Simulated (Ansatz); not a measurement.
Relaxed-ion elastic tensor of Ta (bcc (W type), Im-3m) in GPa (Voigt order), the program Ansatz at the r²SCAN level (PAW); density 16.65 g/cm³, 18.05 Å³ per atom.

```
 275   166   166   0.0   0.0   0.0
 166   275   166   0.0   0.0   0.0
 166   166   275   0.0   0.0   0.0
 0.0   0.0   0.0  74.5   0.0   0.0
 0.0   0.0   0.0   0.0  74.5   0.0
 0.0   0.0   0.0   0.0   0.0  74.5
```

Is the crystal mechanically stable?

Yes: the smallest eigenvalue of C is 74.5 GPa.

Work out the Voigt, Reuss and Hill averages.

K_V = 202, K_R = 202, K_H = 202; G_V = 66.5, G_R = 64.9, G_H = 65.7 GPa.

Give Young's modulus, Poisson's ratio, Pugh's ratio and the universal anisotropy index.

E = 9KG/(3K + G) = 178 GPa; ν = 0.35; K/G = 3.08 (ductile by the Pugh limit of 1.75); A_U = 5G_V/G_R + K_V/K_R − 6 = 0.12.

Estimate the sound speeds and the Debye temperature.

v_l = √((K + 4G/3)/ρ) = 4170 m/s, v_t = √(G/ρ) = 1990 m/s, mean 2230 m/s; Θ = (h/k)(3n/4πV)^(1/3) v_m = 254 K.

Give the Zener ratio and Young's modulus along [100], [110] and [111].

A = 2C44/(C11 − C12) = 1.37; 1/E = S11 − 2(S11 − S12 − S44/2)Γ with Γ = 0, 1/4, 1/3 gives 150, 184, 199 GPa.

Solve the Christoffel equation for the three sound speeds along [100], [110], [111].

Eigenvalues of C_ijkl n_j n_l equal ρv². In km/s, slowest first: [100] 2.12, 2.12, 4.07; [110] 1.81, 2.12, 4.21; [111] 1.92, 1.92, 4.26.

Symmetry was held in the r²SCAN relaxation. No spin polarisation was allowed. As this level gives no gap, shear constants depend on the k-mesh and smearing (Fermi–Dirac, 0.1 eV here). Scalar-relativistic: spin–orbit coupling is off unless named, which matters more the heavier the elements.

Potentials: the later of the program's two PAW sets.
